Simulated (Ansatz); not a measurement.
Ga:
```xyz
4
Lattice="2.2902 -3.8713 0.0000 2.2902 3.8713 0.0000 0.0000 0.0000 4.5833" Properties=species:S:1:pos:R:3 pbc="T T T"
Ga     2.2902    -1.2104     1.9143
Ga     2.2902     1.2104     2.6691
Ga     2.2902    -2.6609     4.2059
Ga     2.2902     2.6609     0.3774
```

Relaxed with PBE. Special points in fractions of this cell's reciprocal vectors: Γ (0.000, 0.000, 0.000); Y (-0.500, 0.500, 0.000); C0 (-0.337, 0.663, 0.000); Σ0 (0.337, 0.337, 0.000); Z (0.000, 0.000, 0.500); A0 (0.337, 0.337, 0.500); E0 (-0.337, 0.663, 0.500); T (-0.500, 0.500, 0.500); S (0.000, 0.500, 0.000); R (0.000, 0.500, 0.500).

Q: List the band energies nearest the Fermi level at these points for plane-wave PAW PBE with spin–orbit coupling (Ansatz code).

A: In eV from the Fermi level; about four levels below and three above (degenerate sets whole), none deeper than 8.9 eV; points with the same levels are listed once.

```tsv
k	below	above
Γ	-1.71 -1.71 -0.70 -0.70	0.84 0.84 0.87 0.87
Y	-1.84 -1.84 -1.52 -1.52	1.06 1.06 1.23 1.23
C0	-0.26 -0.26 -0.23 -0.23	0.89 0.89 2.01 2.01
Z	-0.06 -0.06 -0.06 -0.06	0.07 0.07 0.07 0.07
A0	-3.48 -3.48 -3.48 -3.48	3.87 3.87 3.92 3.92
T	-0.99 -0.99 -0.99 -0.99	6.38 6.38 6.38 6.38
S	-1.34 -1.34 -1.34 -1.34	0.67 0.67 0.67 0.67
R	-1.50 -1.50 -1.49 -1.49	0.47 0.47 0.49 0.49
```

Space group Cmce (α-Ga). The cell was relaxed with PBE under the symmetry of its start.

Potentials: the later of the program's two PAW sets.
